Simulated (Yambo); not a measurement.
A G0W0@PBEsol run in Yambo for Sr$_{2}$MgWO$_{6}$ (space group Fm-3m, No. 225) (2×2×2 Γ-centred k mesh, bands 3 to 203 and a 7 Ry block in the screening, 203 bands in G with the Bruneval-Gonze terminator, plasmon pole fitted at 27.2 eV) gives these matrix elements, in eV, at the band edges (Γ → X):

| state | E0 | <Vxc> | <Σx> | <Σc(E0)> | Z |
|---|---|---|---|---|---|
| valence edge | 0.000 | -19.808 | -24.930 | 4.433 | 0.778 |
| conduction edge | 2.708 | -16.450 | -10.838 | -3.985 | 0.820 |

Q: Solve the linearised quasiparticle equation for both states, give the gap, and say how exchange and correlation each act on it.

A: E = E0 + Z(Σx + Σc − Vxc). Valence: 0.000 + 0.778 × (-24.930 + (4.433) − (-19.808)) = -0.54 eV. Conduction: 2.708 + 0.820 × (-10.838 + (-3.985) − (-16.450)) = 4.04 eV. The gap is 4.58 eV, against 2.71 eV in PBEsol. Replacing Vxc by bare exchange alone would open it by 10.73 eV; correlation takes back 8.42 eV of that, and Z scales what is left. Nearest settings tried, and what they do to the gap: 135 bands in G: +4 meV; 135 bands in W, 135 bands in G: +52 meV; 3 Ry block (89 vectors against 307): +106 meV. Not varied: mesh. So the settings aren't converged at that level. The k mesh is coarse. Without spin-orbit coupling, band edges of such heavy elements can be off by tenths of an eV.

Geometry of the Materials Project entry, not relaxed at this level; primitive cell a = 5.6776 Å, b = 5.6776 Å, c = 5.6776 Å, α = 60.00°, β = 60.00°, γ = 60.00°.

The structure is a Materials Project entry; no match was found in the copy of COD used, and its stability was not checked.
